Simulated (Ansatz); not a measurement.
Input, command and steps of an Ansatz relaxation.

```yaml
crystal:
  lattice:
    - [5.0517598283, 0.0, 0.0]
    - [-2.5258799142, 4.3749523451, 0.0]
    - [0.0, 0.0, 9.3519243683]
  atoms:
    - { symbol: Ti, position: [0.6683003349, 1.0050531805, 0.1190317973] }
    - { symbol: Ti, position: [-0.0050531805, 0.6632471545, 0.1190317973] }
    - { symbol: Ti, position: [0.3367528455, 0.3316996651, 0.1190317973] }
    - { symbol: Ti, position: [1.0050531805, 0.6683003349, 0.6190317973] }
    - { symbol: Ti, position: [0.6632471545, -0.0050531805, 0.6190317973] }
    - { symbol: Ti, position: [0.3316996651, 0.3367528455, 0.6190317973] }
    - { symbol: Ti, position: [0.3316996651, -0.0050531805, 0.8809682027] }
    - { symbol: Ti, position: [1.0050531805, 0.3367528455, 0.8809682027] }
    - { symbol: Ti, position: [0.6632471545, 0.6683003349, 0.8809682027] }
    - { symbol: Ti, position: [-0.0050531805, 0.3316996651, 0.3809682027] }
    - { symbol: Ti, position: [0.3367528455, 1.0050531805, 0.3809682027] }
    - { symbol: Ti, position: [0.6683003349, 0.6632471545, 0.3809682027] }
    - { symbol: O, position: [0.3333333333, 0.6666666667, 0.75] }
    - { symbol: O, position: [0.6666666667, 0.3333333333, 0.25] }
basis:
  ecutwfc: 500
kpoints:
  mp_grid: { grid: [12, 12, 4] }
hamiltonian:
  xc: r2scan
scf:
  occupations: { method: gaussian, width: 0.1 }
output:
  forces: true
  stress: true
  eigenvalues: true
relax:
  adjacent_minimum: "off"
  f_tol: 0.01
  max_steps: 30
  cell: { stress_tol: 0.1, fix: [volume] }
```

```bash
ansatz run input.yaml --threads 4 --pin off --max-ram 10240MiB --backend cpu --events-out ev --progress --plain --runs-dir out
```

All numbers below come from DFT r2SCAN, scalar-relativistic, plane waves, PAW (Ansatz 0.2.0).

The volume is held at 0.97 times that of the relaxed cell.

Of 5 frames 4 are shown, positions in Å and forces in eV/Å; the SCF threshold varies from step to step. Steps run on the plane waves of an earlier cell, with a Pulay correction in the pressure. The basis is chosen afresh for the last frame, the zero of the energies, and at times for earlier ones too; energy and pressure can step there, also at an unchanged geometry. Where two frames share a geometry here, they differ by under 2 meV/atom and 0.3 GPa.

```xyz
14
Lattice="5.0518 0.0000 0.0000 -2.5259 4.3750 0.0000 0.0000 0.0000 9.3519" Properties=species:S:1:pos:R:3:forces:R:3 pbc="T T T" step=1 free_energy_over_end_meV_per_atom=0.31 pressure_GPa=4.76
Ti    0.8374    4.3971    1.1132    0.0591   -0.1097   -0.0135
Ti   -1.7008    2.9017    1.1132    0.0655    0.1060   -0.0135
Ti    0.8634    1.4512    1.1132   -0.1246    0.0037   -0.0135
Ti    3.3892    2.9238    5.7891   -0.1246   -0.0037   -0.0135
Ti    3.3633   -0.0221    5.7891    0.0591    0.1097   -0.0135
Ti    0.8251    1.4733    5.7891    0.0655   -0.1060   -0.0135
Ti    1.6884   -0.0221    8.2387   -0.0591    0.1097    0.0135
Ti    4.2267    1.4733    8.2387   -0.0655   -0.1060    0.0135
Ti    1.6625    2.9238    8.2387    0.1246   -0.0037    0.0135
Ti   -0.8634    1.4512    3.5628    0.1246    0.0037    0.0135
Ti   -0.8374    4.3971    3.5628   -0.0591   -0.1097    0.0135
Ti    1.7008    2.9017    3.5628   -0.0655    0.1060    0.0135
O     0.0000    2.9166    7.0139    0.0000    0.0000    0.0000
O     2.5259    1.4583    2.3380    0.0000    0.0000    0.0000
14
Lattice="5.0485 0.0000 0.0000 -2.5242 4.3721 0.0000 0.0000 0.0000 9.3641" Properties=species:S:1:pos:R:3:forces:R:3 pbc="T T T" step=2 free_energy_over_end_meV_per_atom=0.23 pressure_GPa=4.39
Ti    0.8404    4.3848    1.1185   -0.0386    0.0683   -0.0501
Ti   -1.6933    2.9075    1.1185   -0.0399   -0.0676   -0.0501
Ti    0.8529    1.4519    1.1185    0.0785   -0.0007   -0.0501
Ti    3.3772    2.9202    5.8005    0.0785    0.0007   -0.0501
Ti    3.3646   -0.0127    5.8005   -0.0386   -0.0683   -0.0501
Ti    0.8309    1.4646    5.8005   -0.0399    0.0676   -0.0501
Ti    1.6839   -0.0127    8.2456    0.0386   -0.0683    0.0501
Ti    4.2175    1.4646    8.2456    0.0399    0.0676    0.0501
Ti    1.6713    2.9202    8.2456   -0.0785    0.0007    0.0501
Ti   -0.8529    1.4519    3.5636   -0.0785   -0.0007    0.0501
Ti   -0.8404    4.3848    3.5636    0.0386    0.0683    0.0501
Ti    1.6933    2.9075    3.5636    0.0399   -0.0676    0.0501
O     0.0000    2.9147    7.0231    0.0000    0.0000    0.0000
O     2.5242    1.4574    2.3410    0.0000    0.0000    0.0000
14
Lattice="5.0507 0.0000 0.0000 -2.5254 4.3741 0.0000 0.0000 0.0000 9.3557" Properties=species:S:1:pos:R:3:forces:R:3 pbc="T T T" step=3 free_energy_over_end_meV_per_atom=0.01 pressure_GPa=4.54
Ti    0.8392    4.3908    1.1146    0.0029   -0.0051   -0.0151
Ti   -1.6968    2.9054    1.1146    0.0030    0.0050   -0.0151
Ti    0.8576    1.4519    1.1146   -0.0058    0.0001   -0.0151
Ti    3.3830    2.9222    5.7925   -0.0058   -0.0001   -0.0151
Ti    3.3646   -0.0167    5.7925    0.0029    0.0051   -0.0151
Ti    0.8286    1.4686    5.7925    0.0030   -0.0050   -0.0151
Ti    1.6862   -0.0167    8.2411   -0.0029    0.0051    0.0151
Ti    4.2221    1.4686    8.2411   -0.0030   -0.0050    0.0151
Ti    1.6678    2.9222    8.2411    0.0058   -0.0001    0.0151
Ti   -0.8576    1.4519    3.5632    0.0058    0.0001    0.0151
Ti   -0.8392    4.3908    3.5632   -0.0029   -0.0051    0.0151
Ti    1.6968    2.9054    3.5632   -0.0030    0.0050    0.0151
O     0.0000    2.9160    7.0168    0.0000    0.0000    0.0000
O     2.5254    1.4580    2.3389    0.0000    0.0000    0.0000
14
Lattice="5.0507 0.0000 0.0000 -2.5254 4.3741 0.0000 0.0000 0.0000 9.3557" Properties=species:S:1:pos:R:3:forces:R:3 pbc="T T T" step=5 free_energy_over_end_meV_per_atom=0.00 pressure_GPa=4.54
Ti    0.8392    4.3908    1.1140    0.0022   -0.0036   -0.0060
Ti   -1.6968    2.9054    1.1140    0.0020    0.0037   -0.0060
Ti    0.8576    1.4519    1.1140   -0.0042   -0.0001   -0.0060
Ti    3.3829    2.9222    5.7919   -0.0042    0.0001   -0.0060
Ti    3.3646   -0.0167    5.7919    0.0022    0.0036   -0.0060
Ti    0.8286    1.4686    5.7919    0.0020   -0.0037   -0.0060
Ti    1.6862   -0.0167    8.2416   -0.0022    0.0036    0.0060
Ti    4.2221    1.4686    8.2416   -0.0020   -0.0037    0.0060
Ti    1.6678    2.9222    8.2416    0.0042    0.0001    0.0060
Ti   -0.8576    1.4519    3.5638    0.0042   -0.0001    0.0060
Ti   -0.8392    4.3908    3.5638   -0.0022   -0.0036    0.0060
Ti    1.6968    2.9054    3.5638   -0.0020    0.0037    0.0060
O     0.0000    2.9160    7.0168    0.0000    0.0000    0.0000
O     2.5254    1.4580    2.3389    0.0000    0.0000    0.0000
```

Time: 2.9 min on 4 threads of Intel(R) Xeon(R) Platinum 8488C (Sapphire Rapids), on a shared host, peak memory 2.1 GiB.

Spin polarisation was left out, and a magnetic state may lie lower.